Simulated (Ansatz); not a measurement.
Computed properties of AlB₂W₂

AlB2W2:
Space group Cmmm (No. 65); a = 3.077 Å, b = 11.532 Å, c = 3.122 Å, α = β = γ = 90.00°

```tsv
atom	site	symmetry	x	y	z
Al	2a	mmm	0.0000	0.0000	0.0000
W	4j	m2m	0.5000	0.1438	0.5000
B	4i	m2m	0.0000	0.2052	0.0000
```
(The calculation used a cell of 5 atoms; values per cell refer to that cell.)

Space group Cmmm (No. 65); conventional cell a = 3.077 Å, b = 11.532 Å, c = 3.122 Å, α = β = γ = 90.00°.

Method: r²SCAN (plane waves, PAW; program Ansatz). The cell and atoms are relaxed at this level. Other levels are named where they apply.

**Cell and energy**

```
Quantity                                                      Result
-----------------------------------------------------  -------------
Volume per atom                                             11.08 Å³
Density                                                  12.48 g/cm³
Formation energy from the elements (no fitted shifts)  -0.30 eV/atom
```

**Electronic structure**

```
Property                                                                     Value
------------------------------------  --------------------------------------------
Electronic character                                             metallic (no gap)
Density of states at the Fermi level  0.32 states/eV per atom (mean over ±0.08 eV)
```

**Mechanics**

```
Item                                  Value
----------------------------------  -------
Bulk modulus (Birch–Murnaghan fit)  268 GPa
Pressure derivative B′                  4.4
```

The start of the workflow was typed in or built on a structure type; neither database checked (COD, Materials Project) lists it. Its standing as an ambient phase is unchecked. Symmetry was held in the r²SCAN relaxation; its stability against distortions is not shown here. The run is not spin-polarised. The references are the lowest solids computed at this level, not always the standard phases. Scalar-relativistic: spin–orbit coupling is off unless named, which matters more the heavier the elements.

Potentials: the later of the program's two PAW sets.
